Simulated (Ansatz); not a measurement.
An Ansatz (an electronic-structure program) run. Input:

Ansatz 0.2 input:
```yaml
crystal:
  lattice:
    - [0.0, 2.1290965514, 3.7189248564]
    - [1.2295115302, 0.0, 3.7189248564]
    - [1.2295115302, 2.1290965514, 0.0]
  atoms:
    - { symbol: C, position: [0.6666668845, 0.3333331155, 0.6666668845] }
    - { symbol: C, position: [0.3333331155, 0.6666668845, 0.3333331155] }
kpoints:
  mp_grid: { grid: [28, 28, 28] }
hamiltonian:
  xc: pbesol
  pseudopotentials: { kind: paw }
scf:
  occupations: { method: fermi_dirac, width: 0.1 }
elastic: { mode: relaxed_ion, stencil: two_point, amplitude: 0.005, f_tol: 0.0005 }
```

Output (shortened):

```
Pseudopotential: C, paw, valence charge 4
Functional definition: PBEsol
Crystal: 2 atoms, lattice volume = 19.470 Å³
Basis set: ecut = 420 eV, 367 PW (Γ), exchange–correlation on 60×54×36 points (8 copies of the dense FFT grid, shifted against one another)
Bands: 8, of which v1, the nominal top of the filled ones, is band 4 counted from 1 (3 counted from 0)
Symmetry: 8 space group operations
Space group: Fmmm (ITA 69), of the structure as read, at distance tolerance 2.7e-5 Å
k-points: 3060 of 21952
SCF 1 converged in 9 iterations: F = -493.381405 eV  dr2 = 4.86e-15
relax step   1: F+E_penalty+E_count = -493.38140462 eV  Δ(F+E_penalty+E_count) = +0.000e0 eV  max|allowed force component| = 4.222e-3 eV/Å  Δτ_max = 0.0000 Å  (9 SCF iters, accepted)
Crystal: 2 atoms, lattice volume = 19.470 Å³
SCF 2 converged in 5 iterations: F = -493.381405 eV  dr2 = 1.33e-14
relax step   2: F+E_penalty+E_count = -493.38140473 eV  Δ(F+E_penalty+E_count) = -1.132e-7 eV  max|allowed force component| = 2.316e-3 eV/Å  Δτ_max = 0.0000 Å  (5 SCF iters, accepted)
Crystal: 2 atoms, lattice volume = 19.470 Å³
SCF 3 converged in 4 iterations: F = -493.381405 eV  dr2 = 7.52e-14
relax step   3: F+E_penalty+E_count = -493.38140478 eV  Δ(F+E_penalty+E_count) = -4.876e-8 eV  max|allowed force component| = 2.229e-7 eV/Å  Δτ_max = 0.0000 Å  (4 SCF iters, accepted)
Crystal: 2 atoms, lattice volume = 19.470 Å³
SCF 4 converged in 7 iterations: F = -493.381405 eV  dr2 = 4.91e-14
Crystal: 2 atoms, lattice volume = 19.373 Å³
SCF 5 converged in 7 iterations: F = -493.379881 eV  dr2 = 3.92e-15
relax step   1: F+E_penalty+E_count = -493.37988058 eV  Δ(F+E_penalty+E_count) = +0.000e0 eV  max|allowed force component| = 6.515e-2 eV/Å  Δτ_max = 0.0000 Å  (7 SCF iters, accepted)
Crystal: 2 atoms, lattice volume = 19.373 Å³
SCF 6 converged in 5 iterations: F = -493.379919 eV  dr2 = 8.88e-14
relax step   2: F+E_penalty+E_count = -493.37991867 eV  Δ(F+E_penalty+E_count) = -3.809e-5 eV  max|allowed force component| = 8.551e-4 eV/Å  Δτ_max = 0.0006 Å  (5 SCF iters, accepted)
Crystal: 2 atoms, lattice volume = 19.373 Å³
SCF 7 converged in 4 iterations: F = -493.379919 eV  dr2 = 3.98e-14
relax step   3: F+E_penalty+E_count = -493.37991868 eV  Δ(F+E_penalty+E_count) = -6.547e-9 eV  max|allowed force component| = 1.386e-6 eV/Å  Δτ_max = 0.0000 Å  (4 SCF iters, accepted)
Crystal: 2 atoms, lattice volume = 19.373 Å³
SCF 8 converged in 4 iterations: F = -493.379919 eV  dr2 = 9.40e-15
Crystal: 2 atoms, lattice volume = 19.568 Å³
SCF 9 converged in 7 iterations: F = -493.379951 eV  dr2 = 1.34e-14
relax step   1: F+E_penalty+E_count = -493.37995111 eV  Δ(F+E_penalty+E_count) = +0.000e0 eV  max|allowed force component| = 5.980e-2 eV/Å  Δτ_max = 0.0000 Å  (7 SCF iters, accepted)
Crystal: 2 atoms, lattice volume = 19.568 Å³
SCF 10 converged in 5 iterations: F = -493.379984 eV  dr2 = 8.42e-14
relax step   2: F+E_penalty+E_count = -493.37998399 eV  Δ(F+E_penalty+E_count) = -3.288e-5 eV  max|allowed force component| = 1.618e-3 eV/Å  Δτ_max = 0.0005 Å  (5 SCF iters, accepted)
Crystal: 2 atoms, lattice volume = 19.568 Å³
SCF 11 converged in 5 iterations: F = -493.379984 eV  dr2 = 1.06e-15
relax step   3: F+E_penalty+E_count = -493.37998402 eV  Δ(F+E_penalty+E_count) = -2.414e-8 eV  max|allowed force component| = 2.510e-6 eV/Å  Δτ_max = 0.0000 Å  (5 SCF iters, accepted)
Crystal: 2 atoms, lattice volume = 19.568 Å³
SCF 12 converged in 3 iterations: F = -493.379984 eV  dr2 = 9.10e-14
Crystal: 2 atoms, lattice volume = 19.373 Å³
SCF 13 converged in 7 iterations: F = -493.379852 eV  dr2 = 2.77e-14
relax step   1: F+E_penalty+E_count = -493.37985246 eV  Δ(F+E_penalty+E_count) = +0.000e0 eV  max|allowed force component| = 6.688e-2 eV/Å  Δτ_max = 0.0000 Å  (7 SCF iters, accepted)
Crystal: 2 atoms, lattice volume = 19.373 Å³
SCF 14 converged in 6 iterations: F = -493.379892 eV  dr2 = 9.80e-15
relax step   2: F+E_penalty+E_count = -493.37989208 eV  Δ(F+E_penalty+E_count) = -3.962e-5 eV  max|allowed force component| = 1.676e-3 eV/Å  Δτ_max = 0.0006 Å  (6 SCF iters, accepted)
Crystal: 2 atoms, lattice volume = 19.373 Å³
SCF 15 converged in 5 iterations: F = -493.379892 eV  dr2 = 1.70e-15
relax step   3: F+E_penalty+E_count = -493.37989210 eV  Δ(F+E_penalty+E_count) = -2.495e-8 eV  max|allowed force component| = 2.562e-6 eV/Å  Δτ_max = 0.0000 Å  (5 SCF iters, accepted)
Crystal: 2 atoms, lattice volume = 19.373 Å³
SCF 16 converged in 3 iterations: F = -493.379892 eV  dr2 = 9.94e-14
Crystal: 2 atoms, lattice volume = 19.568 Å³
SCF 17 converged in 7 iterations: F = -493.379968 eV  dr2 = 1.38e-14
relax step   1: F+E_penalty+E_count = -493.37996846 eV  Δ(F+E_penalty+E_count) = +0.000e0 eV  max|allowed force component| = 5.828e-2 eV/Å  Δτ_max = 0.0000 Å  (7 SCF iters, accepted)
Crystal: 2 atoms, lattice volume = 19.568 Å³
SCF 18 converged in 5 iterations: F = -493.380000 eV  dr2 = 6.80e-14
relax step   2: F+E_penalty+E_count = -493.38000005 eV  Δ(F+E_penalty+E_count) = -3.160e-5 eV  max|allowed force component| = 2.737e-3 eV/Å  Δτ_max = 0.0005 Å  (5 SCF iters, accepted)
Crystal: 2 atoms, lattice volume = 19.568 Å³
SCF 19 converged in 5 iterations: F = -493.380000 eV  dr2 = 2.70e-15
relax step   3: F+E_penalty+E_count = -493.38000012 eV  Δ(F+E_penalty+E_count) = -6.975e-8 eV  max|allowed force component| = 3.263e-6 eV/Å  Δτ_max = 0.0000 Å  (5 SCF iters, accepted)
Crystal: 2 atoms, lattice volume = 19.568 Å³
SCF 20 converged in 3 iterations: F = -493.380000 eV  dr2 = 9.55e-14
Crystal: 2 atoms, lattice volume = 19.373 Å³
SCF 21 converged in 7 iterations: F = -493.381407 eV  dr2 = 1.12e-14
relax step   1: F+E_penalty+E_count = -493.38140664 eV  Δ(F+E_penalty+E_count) = +0.000e0 eV  max|allowed force component| = 1.146e-4 eV/Å  Δτ_max = 0.0000 Å  (7 SCF iters, accepted)
Crystal: 2 atoms, lattice volume = 19.373 Å³
SCF 22 converged in 3 iterations: F = -493.381407 eV  dr2 = 8.53e-14
Crystal: 2 atoms, lattice volume = 19.568 Å³
SCF 23 converged in 7 iterations: F = -493.381388 eV  dr2 = 1.90e-14
relax step   1: F+E_penalty+E_count = -493.38138841 eV  Δ(F+E_penalty+E_count) = +0.000e0 eV  max|allowed force component| = 1.008e-4 eV/Å  Δτ_max = 0.0000 Å  (7 SCF iters, accepted)
Crystal: 2 atoms, lattice volume = 19.568 Å³
SCF 24 converged in 4 iterations: F = -493.381388 eV  dr2 = 1.84e-14
Crystal: 2 atoms, lattice volume = 19.470 Å³
Symmetry: 4 space group operations
k-points: 5700 of 21952
SCF 25 converged in 6 iterations: F = -493.381404 eV  dr2 = 7.83e-14
relax step   1: F+E_penalty+E_count = -493.38140415 eV  Δ(F+E_penalty+E_count) = +0.000e0 eV  max|allowed force component| = 1.652e-4 eV/Å  Δτ_max = 0.0000 Å  (6 SCF iters, accepted)
Crystal: 2 atoms, lattice volume = 19.470 Å³
SCF 26 converged in 3 iterations: F = -493.381404 eV  dr2 = 8.89e-14
Crystal: 2 atoms, lattice volume = 19.470 Å³
SCF 27 converged in 6 iterations: F = -493.381404 eV  dr2 = 7.74e-14
relax step   1: F+E_penalty+E_count = -493.38140415 eV  Δ(F+E_penalty+E_count) = +0.000e0 eV  max|allowed force component| = 1.652e-4 eV/Å  Δτ_max = 0.0000 Å  (6 SCF iters, accepted)
Crystal: 2 atoms, lattice volume = 19.470 Å³
SCF 28 converged in 3 iterations: F = -493.381404 eV  dr2 = 8.42e-14
Crystal: 2 atoms, lattice volume = 19.470 Å³
SCF 29 converged in 6 iterations: F = -493.381400 eV  dr2 = 8.16e-14
relax step   1: F+E_penalty+E_count = -493.38140014 eV  Δ(F+E_penalty+E_count) = +0.000e0 eV  max|allowed force component| = 4.879e-5 eV/Å  Δτ_max = 0.0000 Å  (6 SCF iters, accepted)
Crystal: 2 atoms, lattice volume = 19.470 Å³
SCF 30 converged in 3 iterations: F = -493.381400 eV  dr2 = 8.06e-14
Crystal: 2 atoms, lattice volume = 19.470 Å³
SCF 31 converged in 6 iterations: F = -493.381400 eV  dr2 = 7.71e-14
relax step   1: F+E_penalty+E_count = -493.38140014 eV  Δ(F+E_penalty+E_count) = +0.000e0 eV  max|allowed force component| = 4.880e-5 eV/Å  Δτ_max = 0.0000 Å  (6 SCF iters, accepted)
Crystal: 2 atoms, lattice volume = 19.470 Å³
SCF 32 converged in 3 iterations: F = -493.381400 eV  dr2 = 8.40e-14
Crystal: 2 atoms, lattice volume = 19.470 Å³
SCF 33 converged in 7 iterations: F = -493.380778 eV  dr2 = 9.17e-15
relax step   1: F+E_penalty+E_count = -493.38077778 eV  Δ(F+E_penalty+E_count) = +0.000e0 eV  max|allowed force component| = 6.269e-2 eV/Å  Δτ_max = 0.0000 Å  (7 SCF iters, accepted)
Crystal: 2 atoms, lattice volume = 19.470 Å³
SCF 34 converged in 5 iterations: F = -493.380813 eV  dr2 = 7.69e-14
relax step   2: F+E_penalty+E_count = -493.38081347 eV  Δ(F+E_penalty+E_count) = -3.570e-5 eV  max|allowed force component| = 3.399e-4 eV/Å  Δτ_max = 0.0006 Å  (5 SCF iters, accepted)
Crystal: 2 atoms, lattice volume = 19.470 Å³
SCF 35 converged in 4 iterations: F = -493.380813 eV  dr2 = 1.57e-15
Crystal: 2 atoms, lattice volume = 19.470 Å³
SCF 36 converged in 7 iterations: F = -493.380778 eV  dr2 = 9.30e-15
relax step   1: F+E_penalty+E_count = -493.38077778 eV  Δ(F+E_penalty+E_count) = +0.000e0 eV  max|allowed force component| = 6.269e-2 eV/Å  Δτ_max = 0.0000 Å  (7 SCF iters, accepted)
Crystal: 2 atoms, lattice volume = 19.470 Å³
SCF 37 converged in 5 iterations: F = -493.380813 eV  dr2 = 7.49e-14
relax step   2: F+E_penalty+E_count = -493.38081347 eV  Δ(F+E_penalty+E_count) = -3.569e-5 eV  max|allowed force component| = 6.790e-4 eV/Å  Δτ_max = 0.0006 Å  (5 SCF iters, accepted)
Crystal: 2 atoms, lattice volume = 19.470 Å³
SCF 38 converged in 4 iterations: F = -493.380813 eV  dr2 = 2.68e-14
relax step   3: F+E_penalty+E_count = -493.38081348 eV  Δ(F+E_penalty+E_count) = -4.191e-9 eV  max|allowed force component| = 6.813e-7 eV/Å  Δτ_max = 0.0000 Å  (4 SCF iters, accepted)
Crystal: 2 atoms, lattice volume = 19.470 Å³
SCF 39 converged in 4 iterations: F = -493.380813 eV  dr2 = 1.42e-14
SCF converged after 7 iterations
Stability not checked: this state was not tested for a lower state beside it, because too few of the mixer's solves of this state at the end of the SCF gave a …
Free energy (F): -493.381405 eV
Harris-Foulkes:  -493.381405 eV  (|F-HF|=0.00e0)
Internal energy: -493.380758 eV  (E = F + TS)
E sigma→0 (E₀):  -493.381081 eV
Entropy (-TS):   -0.000647 eV (-0.323 meV/atom)
Fermi energy:    5.879534 eV
--- Per-component energies (eV) ---
  E_band       = -26.202945
  E_kinetic    = 181.626758
  E_local      = -363.886659  (includes V_loc(G=0)·N_el)
  E_nonlocal   = 54.838584
  E_hartree    = 116.693899
  E_xc         = -95.161973
  E_vxc        = -118.264136  (∫ρ·V_xc dr)
  E_paw        = -190.963431  (= ΣΔE_a)
  E_vpaw       = -13.905309  (= ΣTr[D̂ρ^β])
  E_aug_tail   = 0.000017  (compensation charges beyond the density's cutoff)
  E_ewald      = -196.570152
  E_core_change = 0.042201  (= ΣΔE_core)
  E_smearing   = -0.000647  (= −TS)
  E_closure    = 0.000000  (closes the sum)
  Σ components = -493.381405   (vs F -493.381405, Δ=0.00e0)
--- Forces (eV/Å), atoms counted from 1 ---
  atom   1  C      0.00000000     0.00000010     0.00000000
  atom   2  C      0.00000000    -0.00000010     0.00000000
  max |Σ_I F_I| component: 0.00e0 eV/Å
--- Stress (GPa, compression-positive) ---
        0.028971       0.000000       0.000000
        0.000000       0.065868       0.000000
        0.000000       0.000000      -0.018145
  P = ⅓ Tr σ = 0.0256 GPa (0.256 kbar)
--- Band table (eV; the first three rows and the last of 3060) ---
  k-point 0: bands = ["-13.7309", "-1.2284", "2.8834", "2.8882", "9.2751", "14.2364", "14.2615", "17.3927"]
  k-point 1: bands = ["-13.7001", "-1.1971", "2.7623", "2.8176", "9.3246", "14.2716", "14.3768", "17.2818"]
  k-point 2: bands = ["-13.6076", "-1.1033", "2.4024", "2.6268", "9.4730", "14.3112", "14.7640", "16.9567"]
  k-point 3059: bands = ["-13.5987", "-2.3785", "2.8766", "2.8872", "14.0823", "14.2217", "14.2509", "17.4535"]
--- Elastic constants: 6 strain directions × 2 members + reference (group order 8) ---
  dense FFT box of the reference and of every strained cell: 30×27×18
  strains applied: 11, 22, 33, 23, 13, 12; error gains …
  reference relaxed by the batch: 3 steps …
  largest displacement 3.8e-5 Å; the constants are those of the deck's cell at these positions:
  atoms:
    - { symbol: C, position: [0.666675895631782, 0.333324104368218, 0.666675895631782] }
    - { symbol: C, position: [0.33332410436821813, 0.6666758956317819, 0.33332410436821813] }
  C = ∂σ_k/∂η_j (tension-positive GPa; Voigt order 11 22 33 23 13 12):
       958.630    180.237      0.227      0.000      0.000      0.000
       180.254    959.380     -1.425      0.000      0.000      0.000
         0.161     -1.478      5.797      0.000      0.000      0.000
         0.000      0.000      0.000     -0.915      0.000      0.000
         0.000      0.000      0.000      0.000      2.614      0.000
         0.000      0.000      0.000      0.000      0.000    389.670
  reference stress σ⁰ (GPa):     -0.029     -0.066      0.018      0.000      0.000      0.000
  moduli (Voigt/Reuss/Hill, GPa): K = 253.53/5.72/129.63   G = 194.60/-10.54/92.03   E = 223.25   ν = 0.213
  mechanically stable: NO (min eigenvalue of sym C = -0.92 GPa)
  the cell is mechanically unstable, and its weakest contacts join parallel layers …
  the layer in its plane, per area (N/m: the tensor there times 3.7189 Å, the cell's volume per area …
    C11 = 356.80   C22 = 356.66   C12 = 66.95   C66 = 144.83   C16 = 0.01   C26 = 0.11
  moduli of the layer (Voigt/Reuss/Hill, N/m): K = 211.84/211.84/211.84   G = 144.86/144.86/144.86   E = 344.12   ν = 0.188
  mechanically stable in its plane: yes (min eigenvalue of those constants = 144.83 N/m; a buckling out of the plane is not judged)
  strain η (Voigt 11):  stress-route row diagonal C_11 = 958.63 GPa, energy-path curvature d²(F+E_count+ΔE)/dδ²/Ω₀ = 958.61 GPa
         δ    σ_11 (GPa)             F (eV)   n_scf  n_hpsi   n_pw
    -5.000e-3      -4.8872        -493.3799187       4  393914    391   relax 3 steps, max|allowed force component| 1.39e-6 eV/Å
     5.000e-3       4.6991        -493.3799840       3  365552    396   relax 3 steps, max|allowed force component| 2.51e-6 eV/Å
  strain η (Voigt 22):  stress-route row diagonal C_22 = 959.38 GPa, energy-path curvature d²(F+E_count+ΔE)/dδ²/Ω₀ = 959.34 GPa
         δ    σ_22 (GPa)             F (eV)   n_scf  n_hpsi   n_pw
    -5.000e-3      -4.9225        -493.3798921       3  379774    393   relax 3 steps, max|allowed force component| 2.56e-6 eV/Å
     5.000e-3       4.6713        -493.3800001       3  365525    396   relax 3 steps, max|allowed force component| 3.26e-6 eV/Å
  strain η (Voigt 33):  stress-route row diagonal C_33 = 5.80 GPa, energy-path curvature d²(F+E_count+ΔE)/dδ²/Ω₀ = 5.78 GPa
         δ    σ_33 (GPa)             F (eV)   n_scf  n_hpsi   n_pw
    -5.000e-3      -0.0126        -493.3814066       3  368174    396   relax 1 steps, max|allowed force component| 1.15e-4 eV/Å
     5.000e-3       0.0453        -493.3813884       4  395326    396   relax 1 steps, max|allowed force component| 1.01e-4 eV/Å
  strain η (Voigt 23):  stress-route row diagonal C_44 = -0.92 GPa, energy-path curvature d²(F+E_count+ΔE)/dδ²/Ω₀ = -0.90 GPa
         δ    σ_23 (GPa)             F (eV)   n_scf  n_hpsi   n_pw
    -5.000e-3       0.0046        -493.3814042       3  684988    395   relax 1 steps, max|allowed force component| 1.65e-4 eV/Å
     5.000e-3      -0.0046        -493.3814042       3  684699    395   relax 1 steps, max|allowed force component| 1.65e-4 eV/Å
  strain η (Voigt 13):  stress-route row diagonal C_55 = 2.61 GPa, energy-path curvature d²(F+E_count+ΔE)/dδ²/Ω₀ = 2.61 GPa
         δ    σ_13 (GPa)             F (eV)   n_scf  n_hpsi   n_pw
    -5.000e-3      -0.0131        -493.3814001       3  686950    394   relax 1 steps, max|allowed force component| 4.88e-5 eV/Å
     5.000e-3       0.0131        -493.3814001       3  686978    394   relax 1 steps, max|allowed force component| 4.88e-5 eV/Å
  strain η (Voigt 12):  stress-route row diagonal C_66 = 389.67 GPa, energy-path curvature d²(F+E_count+ΔE)/dδ²/Ω₀ = 389.66 GPa
         δ    σ_12 (GPa)             F (eV)   n_scf  n_hpsi   n_pw
    -5.000e-3      -1.9483        -493.3808135       4  746088    394   relax 2 steps, max|allowed force component| 3.40e-4 eV/Å
     5.000e-3       1.9484        -493.3808135       4  736902    394   relax 3 steps, max|allowed force component| 6.81e-7 eV/Å
```

Cost: roughly 15 core-minutes on shared cores.

The workflow started from a Materials Project entry (that database holds measured and hypothetical structures alike); the Crystallography Open Database files this formula in space group No. 69, but the cells were not matched. It is not the phase usual at ambient conditions (space group No. 194, 227). Symmetry was held in the PBEsol relaxation; whether a distortion lowers the energy is not shown. A crystal of weakly bound layers computed without a dispersion correction: the cell and the soft elastic constants depend strongly on that. As this level gives no gap, shear constants depend on the k-mesh and smearing (Fermi–Dirac, 0.1 eV here).

Potentials: the later of the program's two PAW sets.

Ansatz is a plane-wave DFT program.
